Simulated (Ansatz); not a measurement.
Ag (fcc, Cu type)

```
Ag
1.0
    0.00000     2.05259     2.05259
    2.05259     0.00000     2.05259
    2.05259     2.05259     0.00000
Ag
1
Cartesian
  0.00000   0.00000   0.00000
```

The slice is a {100} plane (indices of the conventional cell) through the point (0.000, 0.000, 0.000) (fractional), spanned by u = [100] and v = [0 1 -1] in vectors of this cell: u (2.90 Å) and v (2.90 Å, at 90° to u). It covers one period; positions are fractions (u, v).

All values below come from r2SCAN (plane waves to 500 eV, PAW, scalar-relativistic; Ansatz, a first-principles code). k mesh 19×19×19. These are valence fields of a PAW run, semicore shells included where kept as valence: close to a nucleus they are smooth pseudo fields. Ag was relaxed with its symmetry unable to fall.

Task: What is the valence density on the shortest Ag–Ag line in this plane (2.90 Å), at its midpoint?

Result: 0.21 e/Å³.

Task: What is the ELF at the midpoint of the shortest Ag–Ag line in this plane (2.90 Å)?

Result: 0.15.

Task: Sketch the electrostatic potential energy of an electron, from the cell's mean on this plane as a map.

Result: 
| v \ u | 0.00 | 0.12 | 0.25 | 0.38 | 0.50 | 0.62 | 0.75 | 0.88 |
|---|---|---|---|---|---|---|---|---|
| 0.92 | x | x | x | 2.2 | 6.3 | 2.2 | x | x |
| 0.83 | x | x | x | 4.3 | 7.1 | 4.3 | x | x |
| 0.75 | x | x | <1.0 | 6.2 | 7.9 | 6.2 | <1.0 | x |
| 0.67 | x | <1.0 | 4.8 | 7.7 | 8.6 | 7.7 | 4.8 | <1.0 |
| 0.58 | 4.3 | 5.3 | 7.2 | 8.6 | 9.1 | 8.6 | 7.2 | 5.3 |
| 0.50 | 6.1 | 6.7 | 7.9 | 8.9 | 9.3 | 8.9 | 7.9 | 6.7 |
| 0.42 | 4.3 | 5.3 | 7.2 | 8.6 | 9.1 | 8.6 | 7.2 | 5.3 |
| 0.33 | x | <1.0 | 4.8 | 7.7 | 8.6 | 7.7 | 4.8 | <1.0 |
| 0.25 | x | x | <1.0 | 6.2 | 7.9 | 6.2 | <1.0 | x |
| 0.17 | x | x | x | 4.3 | 7.1 | 4.3 | x | x |
| 0.08 | x | x | x | 2.2 | 6.3 | 2.2 | x | x |
| 0.00 | x | x | x | 1.2 | 6.1 | 1.2 | x | x |

Values: electrostatic potential energy of an electron, from the cell's mean, in eV. Points within 1 Å of a nucleus are blanked (x), as the pseudised field means little there. Values under 1 eV are set to 1. The zero, the cell's mean, hangs on the PAW cores.
